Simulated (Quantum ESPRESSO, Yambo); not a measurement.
For RbScS$_{2}$O$_{8}$ (space group P321, No. 150), Yambo gives the independent-particle static dielectric constant along x as 2.8 on PBEsol bands and 2.33 after a scissor of 3.73 eV widens every gap (6×6×2 mesh, 153 bands, 3 Ry local-field block, 0.2 eV broadening). Axes are Cartesian, with cell vectors (Å) (5.06, 0.00, 0.00), (-2.53, 4.38, 0.00), (0.00, 0.00, 8.77).

Task: A scissor keeps the position matrix elements. In a one-oscillator model, how does ε − 1 scale, and what mean transition energy do the two values imply?

Result: Each transition adds |r|²/E to ε − 1, so ε − 1 ∝ 1/(E0 + Δ). Then (2.33 − 1)/(2.8 − 1) = E0/(E0 + Δ) = 0.739, and E0 = Δ(ε' − 1)/(ε − ε') = 10.6 eV. The computed Im ε, weighted by 1/E up to 20 eV, has its mean at 10.8 eV; the smallest direct PBEsol gap is 4.37 eV. The scissor comes from a G0W0 run whose convergence isn't established. Convergence of the RPA response with its 6×6×2 mesh was not tested.

Bands from Quantum ESPRESSO.

Geometry of the Materials Project entry, not relaxed at this level; primitive cell a = 5.0596 Å, b = 5.0596 Å, c = 8.7685 Å, α = 90.00°, β = 90.00°, γ = 120.00°.

The structure is a Materials Project entry; no match was found in the copy of COD used, and its stability was not checked.
